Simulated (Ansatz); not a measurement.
**CaSi₂Pd₂, a known structure type with other elements, at an estimated volume**

```
CELL_PARAMETERS angstrom
0.00000 4.12543 0.00000
4.12543 0.00000 0.00000
2.06271 2.06271 -5.00390
ATOMIC_POSITIONS crystal
Pd 0.25000 0.75000 0.50000
Pd 0.75000 0.25000 0.50000
Si 0.37110 0.37110 0.25780
Si 0.62890 0.62890 0.74220
Ca 0.00000 0.00000 0.00000
```

Level: PBEsol, no spin polarisation; 420 eV; 9×9×9 Γ-centred mesh; gaussian occupations (width 0.032 eV); Ansatz 0.2.0, fixed geometry.

Question: What is the formation energy?

Answer: -0.82 eV an atom against the elements' usual phases (free molecules for gases, crystals otherwise, with no correction for O₂ or N₂), so it is bound against them; other compounds may still compete. Relaxing would lower it.

Question: Is the cell too large or too small?

Answer: The pressure is 2.5 GPa (compression positive), so with the atoms held at these fractions the cell would first expand; the forces are large, so a full relaxation may end otherwise. The principal stresses -0.6, 4.1, 4.1 GPa differ, so its shape would change too.

Question: Which atom feels the largest force, and which way?

Answer: The largest is on Si3 (and as large on other atoms): 1.18 eV/Å, components (0.00, 0.00, 1.18). It makes 120° with the line to a nearest neighbour, Pd1 at 2.39 Å.

Question: What happens at the Fermi level?

Answer: It is a metal, with about 2.5 states/eV a cell as the mean within 0.25 eV of the Fermi level, mostly Si p (50 %) and Pd d (27 %).

Question: Give the Bader charges.

Answer: Bader charges in e: Ca +1.35, Si +0.24, Pd -0.92. In the mean Ca gives up most and Pd takes most.

Origin: a known structure type with other elements, at an estimated volume, so it need not be a known compound.
